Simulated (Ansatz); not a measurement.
AgW:
Space group P4/mmm (No. 123); a = 2.6598 Å, b = 2.6598 Å, c = 4.4825 Å, α = 90.00°, β = 90.00°, γ = 90.00°

```
atom  site  symmetry       x       y       z
----  ----  --------  ------  ------  ------
Ag      1a     4/mmm  0.0000  0.0000  0.0000
W       1d     4/mmm  0.5000  0.5000  0.5000
```

Relaxed with PBEsol.

Task: Decompose the optical modes at the zone centre into irreducible representations, and say which are infrared and Raman allowed.

Result: Point group 4/mmm: Γ_opt = A2u + Eu. Infrared: A2u, Eu. Raman: none.

Task: Assign frequencies (DFPT, DFT-PBEsol in the program Ansatz with PAW potentials).

Result: Eu 111, A2u 191 cm⁻¹.

The start of the workflow was typed in or built on a structure type; neither database checked (COD, Materials Project) lists it. Whether it is the stable phase at ambient conditions was not checked. The cell was relaxed with PBEsol under the symmetry of its start. At this level the phase is mechanically unstable. No spin polarisation was allowed. Its formation energy is positive at this level, so the cell may be metastable or incomplete. As this level gives no gap, phonon frequencies hold no LO–TO term and depend on the k-mesh and smearing (Fermi–Dirac, 0.1 eV here). Axis ratios of metals converge slowly with the k-mesh, so a and c are less sure than the volume. Scalar-relativistic: spin–orbit coupling is off unless named, which matters more the heavier the elements.

Potentials: the later of the program's two PAW sets.
